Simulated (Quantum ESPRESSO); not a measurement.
Kohn-Sham bands of TaS2 (R-3m)

```
TaS2
1.0
   -1.69172     2.93014     0.00000
   -3.38344     0.00000     0.00000
   -1.69172     0.97671     6.35141
Ta S
1 2
Direct
  0.00000   0.00000   0.00000
  0.25387   0.25387   0.23838
  0.74613   0.74613   0.76162
```

Structure: Materials Project mp-555037, symmetrised, not relaxed again. COD (Crystallography Open Database) has the formula in 4 space groups, this one among them (matched by group alone). Computed values, not measurements, from PBEsol: Quantum ESPRESSO (norm-conserving PseudoDojo potentials, cutoff 47 Ry, spinors with spin-orbit coupling) on a Γ-centred 8×8×8 mesh, then Wannier90. Density: 10×10×10 mesh, cold smearing 0.01 Ry. The cell is built of weakly bound layers, chains or molecules, whose nearest atoms lie 3.85 Å apart. Database cells relaxed without dispersion often hold them too far apart, which can enlarge gaps and weakens couplings between them; spacing and stacking were not compared with the measured crystal.

Energies are relative to the Fermi level; weights are on the orthonormalised atomic waves of the pseudopotential files, averaged over the group. 25 electrons a cell are treated as valence.

```csv
bands,from (eV),to (eV),filling,weight on atomic waves
1–2,-68.61,-68.60,filled,?
3–4,-41.54,-41.48,filled,?
5–8,-32.95,-32.71,filled,?
9–12,-14.68,-12.45,filled,?
```

### Question
Which atomic shells make up each group?

### Answer

- 1–2, weight on atomic waves: Ta 5s 98 %
- 3–4, weight on atomic waves: Ta 5p 99 %
- 5–8, weight on atomic waves: Ta 5p 98 %
- 9–12, weight on atomic waves: S 3s 78 %, Ta 5d 11 %, Ta 6s 8 %

No gap over 0.05 eV opens at the Fermi level at this level of theory.
